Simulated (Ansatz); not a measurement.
# Comparing deformations in Tl

Level of theory: Ansatz, DFT PBEsol, scalar-relativistic, plane waves, PAW. Cutoff 420 eV, Γ-centred 18×18×18 k-points, Gaussian smearing of 0.15 eV. Spin–orbit coupling is left out, which can shift energies with elements as heavy as these. No spin polarisation. Energies are free energies at this smearing, counted from the undisturbed cell; pressure is positive in compression.

Reference structure (as given, not relaxed at this level; it stands at -0.8 GPa; this bcc form isn't the usual structure):

```
Tl
1.0
    -1.94100    1.94100    1.94100
     1.94100   -1.94100    1.94100
     1.94100    1.94100   -1.94100
Tl
1
Direct
  0.00000 0.00000 0.00000
```

The cell is strained by ε times a Voigt pattern (xx, yy, zz, yz, xz, xy; engineering shear) with fractional coordinates fixed. τ = (1/V0) dE/dε comes from the stress tensor. Of each scan, only the three points used here are listed.

```csv
pattern,ε,τ (GPa)
"(1, 1, 0, 0, 0, 0)",-0.0250,-2.27
"(1, 1, 0, 0, 0, 0)",0.0000,1.67
"(1, 1, 0, 0, 0, 0)",0.0250,4.59
"(0, 0, 1, 0, 0, 0)",-0.0150,0.263
"(0, 0, 1, 0, 0, 0)",0.0000,0.835
"(0, 0, 1, 0, 0, 0)",0.0150,1.396
"(1, 0, 0, 0, 0, 0)",-0.0100,0.458
"(1, 0, 0, 0, 0, 0)",0.0000,0.835
"(1, 0, 0, 0, 0, 0)",0.0100,1.210
"(0, 0, 0, 0, 1, 0)",-0.0200,-0.316
"(0, 0, 0, 0, 1, 0)",0.0000,0.000
"(0, 0, 0, 0, 1, 0)",0.0100,0.163
```

Task: Which constants do the scans give, and which deformation costs least for the same size of strain tensor?

Result: The slope dτ/dε at zero (parabola through three points) is pᵀCp: (1, 1, 0, 0, 0, 0) gives 2(C11 + C12) = 137 GPa; (0, 0, 1, 0, 0, 0) gives C11 = 38 GPa; (1, 0, 0, 0, 0, 0) gives C11 = 38 GPa; (0, 0, 0, 0, 1, 0) gives C44 = 16.2 GPa. The size of the strain tensor, ε:ε, is ε² times 2.0, 1.0, 1.0, 0.5. Per unit of it the stiffnesses are 69, 38, 38, 32.3 GPa, so (0, 0, 0, 0, 1, 0) is the softest of these: at ε:ε = (1 %)² the quadratic term costs 0.29 meV/atom against 0.63 for the stiffest. The starting stress shifts them by about its own size.

Task: What else follows for this cubic crystal?

Result: From the unrounded slopes C11 = 37.6 and C12 = 31.0 GPa, so B = (C11 + 2 C12)/3 = 33 GPa and the Poisson ratio for a pull along a cube edge is C12/(C11 + C12) = 0.45.

Task: How anisotropic is this cubic crystal?

Result: Zener's ratio 2 C44/(C11 − C12) = 4.89; it is 1 for an isotropic solid.

In a metal these slopes depend on the k mesh and the smearing.